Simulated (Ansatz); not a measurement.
## BP (F-43m), zone-centre modes

All numbers below come from DFT PBE, scalar-relativistic, plane waves, PAW (Ansatz). Cutoff 420 eV, Γ-centred 12×12×10 k-points, Gaussian smearing of 0.05 eV. No spin polarisation.

Reference structure (as given, not relaxed at this level):

```
B P
1.0
     0.00000   -2.26900   -2.26900
    -2.26900    0.00000   -2.26900
     2.26900    2.26900   -4.53800
B P
2 2
Direct
  0.50000 0.50000 0.50000
  0.00000 0.00000 0.00000
  0.37500 0.37500 0.87500
  0.87500 0.87500 0.37500
```

Harmonic modes by finite displacements of 0.02 Å, without the LO–TO term. The cell doubles the primitive one, so its zone centre also holds the primitive cell's point q = (0, 0, 1/2).

At this geometry, is the structure stable against these modes?

Yes: no mode is imaginary beyond 10 cm⁻¹, and only the three translations lie near zero.

List the wavenumbers in cm⁻¹.

0, 0, 0, 224, 224, 509, 757, 764, 764, 805, 805, 805.

Cost: 1 run of about 3.9 core-minutes, on AMD EPYC 7R43 (Zen 3) (shared hosts).